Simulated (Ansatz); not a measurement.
The elements of this relaxed trial crystal are hidden behind letters.

```
lattice vectors (Å)
   4.3197    0.0000    0.0000
  -2.1599    3.7410    0.0000
   0.0000    0.0000   21.1479
fractional positions
X 0.6667 0.3333 0.1669
X 0.6667 0.3333 0.4956
X 0.6667 0.3333 0.8381
X 0.3333 0.6667 0.9956
X 0.3333 0.6667 0.3381
X 0.3333 0.6667 0.6669
Z 0.6667 0.3333 0.2938
Z 0.6667 0.3333 0.6228
Z 0.3333 0.6667 0.1228
Z 0.3333 0.6667 0.7938
Q 0.6667 0.3333 0.9597
Q 0.3333 0.6667 0.4597
```

Theory: DFT PBE, scalar-relativistic, plane waves, PAW (Ansatz). Settings of the last relaxation (12-atom cell): 420 eV, 6×6×2 k points, Gaussian smearing of 0.02 eV, no spin polarisation.

| Property | Result |
| --- | --- |
| Space group | P6_3mc (No. 186) |
| Conventional cell | a = 4.320 Å, c = 21.148 Å |
| Volume per atom | 28.48 Å³ |
| Density | 5.12 g/cm³ |
| Energy over the elements | −0.633 eV/atom |
| Gap on the 6×6×2 mesh of the 12-atom cell | 0.62 eV |

Energies are uncorrected and count from the elements' standard states at the same level.

Q: X is a d-block element of period 5, Z is a p-block element of period 4 and Q is a p-block element of period 3. Which elements are they?

A: X = Cd, Z = Se, Q = S, so the formula is Cd3Se2S. Density times volume gives a mean mass of 5.12 × 28.48/1.6605 = 87.8 u per atom, and this set has 87.9 u. Cd on its first site is surrounded by 4 Se at 2.66–2.68 Å; around Se on its first site lie 4 Cd at 2.66–2.68 Å; around S lie 4 Cd at 2.57–2.61 Å; 3 more sites not described. Other sets within the hints have nearly the same mass, so mass alone doesn't settle it; this one was computed.

Kohn–Sham gaps at this level usually fall short of measured ones. A structure relaxed within its symmetry needn't be a true minimum.
